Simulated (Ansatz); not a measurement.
# What settings do to one calculation: La started on a Zn site next to La started on a Zn site in zincblende ZnS, 16 atoms, charge +2

Ansatz (PAW, plane waves), atoms fixed. The base input:

```yaml
crystal:
  lattice:
    - [0.000000, 5.356268, 5.356268]
    - [5.356268, 0.000000, 5.356268]
    - [5.356268, 5.356268, 0.000000]
  atoms:
    - { symbol: Zn, position: [0.993120, 0.001091, 0.995702] }
    - { symbol: Zn, position: [0.500696, 0.496413, 0.012550] }
    - { symbol: Zn, position: [0.988623, 0.503496, 0.999411] }
    - { symbol: Zn, position: [0.500352, 0.012054, 0.491022] }
    - { symbol: Zn, position: [0.508561, 0.993411, 0.000102] }
    - { symbol: Zn, position: [0.996022, 0.509647, 0.493692] }
    - { symbol: La, position: [0.497105, 0.496273, 0.501517] }
    - { symbol: La, position: [0.003137, 0.990348, 0.505413] }
    - { symbol: S, position: [0.121689, 0.131882, 0.123000] }
    - { symbol: S, position: [0.623474, 0.633437, 0.618019] }
    - { symbol: S, position: [0.129693, 0.137086, 0.621757] }
    - { symbol: S, position: [0.620429, 0.626139, 0.125604] }
    - { symbol: S, position: [0.128863, 0.629544, 0.117808] }
    - { symbol: S, position: [0.624937, 0.121016, 0.624984] }
    - { symbol: S, position: [0.626936, 0.118408, 0.122850] }
    - { symbol: S, position: [0.124955, 0.617071, 0.634142] }
kpoints:
  mp_grid: { grid: [2, 2, 2], shift: [0.5, 0.5, 0.5] }
hamiltonian:
  xc: pbesol
total_charge: 2
scf:
  occupations: { method: fermi_dirac, width: 0.01 }
output:
  forces: true
  eigenvalues: true
  populations: true
  charged_corrections: { epsilon: 8.3 }
```

Command:

```sh
ansatz run in.yaml --threads 8 --pin off --max-ram 13300MiB --runs-dir r --events-out ev --progress --plain
```

It converged in 12 iterations and 4.7 s of wall time on 8 threads of a Neoverse-V1 processor, on a host shared with other runs; peak host memory 0.87 GiB; largest force component 7.34 eV/Å. The cutoff was the default, 420 eV. The base isn't a converged reference: it has few k points, and its atoms are unrelaxed. Each run below changes the keys shown and caps the iterations.

```csv
run,changed,ending,iterations,free energy less the base (meV per atom),rms change of forces (eV/Å),change of pressure (GPa),"wall time (s, shared host)"
1,"accuracy high, max_iter 60",converged,14,0.0,0.000,–,4.5 CPU
2,"mixing algorithm broyden, max_iter 6, k points a 2×2×2 mesh centred on Γ",not converged,–,–,–,–,–
3,"xc rpbe, accuracy high, mixing algorithm broyden, max_iter 80",converged,16,other zero,0.047,–,4.8 CPU
4,"occupations gaussian, max_iter 90, total_charge 8",converged,13,other zero,0.440,–,4.1 CPU
5,"dr2_threshold 0.001, max_iter 50, total_charge 1",converged,6,other zero,0.208,–,4.6 CPU
6,"xc_grid 1 (2 is the default), width 1.0 eV, max_iter 90",converged,10,-317.8,0.173,–,4.8 CPU
```

«Other zero»: another functional, charge or dispersion term moves the zero of energy, so the difference says nothing of accuracy.

Which changes leave the result alone, and which of the same physical model moves the forces most?

The forces move by under 0.002 eV/Å in run 1. Run 6 (xc_grid 1 (2 is the default), width 1.0 eV, max_iter 90) moves them most among the runs with the same functional, charge and dispersion term, by 0.173 eV/Å.

Why did some runs give no result?

- run 2: did not converge after 6 iterations: onsite_residual = 7.09e-4 (threshold 1.00e-7), under the density mixer `broyden`;
